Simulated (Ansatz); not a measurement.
Total density of states per atom from r²SCAN in the plane-wave PAW code Ansatz, in 0.25 eV bins, energy from the Fermi level:

(E (eV), states/eV/atom): (-7.55, 0.00); (-7.30, 0.03); (-7.05, 0.07); (-6.80, 0.12); (-6.55, 0.20); (-6.30, 0.30); (-6.05, 0.72); (-5.80, 0.64); (-5.55, 3.09); (-5.30, 3.71); (-5.05, 3.77); (-4.80, 3.49); (-4.55, 0.67); (-4.30, 0.63); (-4.05, 0.60); (-3.80, 0.75); (-3.55, 0.29); (-3.30, 0.13); (-3.05, 0.00); (-2.80, 0.08); (-2.55, 0.22); (-2.30, 0.33); (-2.05, 0.31); (-1.80, 0.39); (-1.55, 0.39); (-1.30, 0.24); (-1.05, 0.57); (-0.80, 0.67); (-0.55, 0.68); (-0.30, 0.76); (-0.05, 1.28); (0.20, 1.19); (0.45, 0.73); (0.70, 0.91); (0.95, 1.21); (1.20, 1.55); (1.45, 0.91); (1.70, 0.65); (1.95, 0.52); (2.20, 0.55); (2.45, 0.31); (2.70, 0.62); (2.95, 0.74); (3.20, 0.74); (3.45, 0.84)

Question: Pick the material that matches.
(A) Y3Au2, P4/mbm (Au on 4g, Y on 2a, Y on 4h)
(B) DyB2C2, P4/mbm (Dy on 2a, B on 4h, C on 4h)
(C) YAlGe, Cmcm (Y on 4c, Al on 4a, Ge on 4c)
(D) Au, fcc (Cu type)

Answer: A, Y3Au2, P4/mbm (Au on 4g, Y on 2a, Y on 4h). Within 0.5 eV of the Fermi level: Y 4d 75 %, outside the projected shells 14 %. Projections are on Löwdin-orthogonalised atomic valence shells; empty p or d shells of many metals are not among them.

The workflow started from an entry of the Crystallography Open Database (COD, 293 K). Whether it is the stable phase at ambient conditions was not checked. The r²SCAN relaxation kept the symmetry of its start; whether a distortion lowers the energy is not shown. The run is not spin-polarised. Spin–orbit coupling is left out wherever it is not named.

Potentials: the later of the program's two PAW sets.
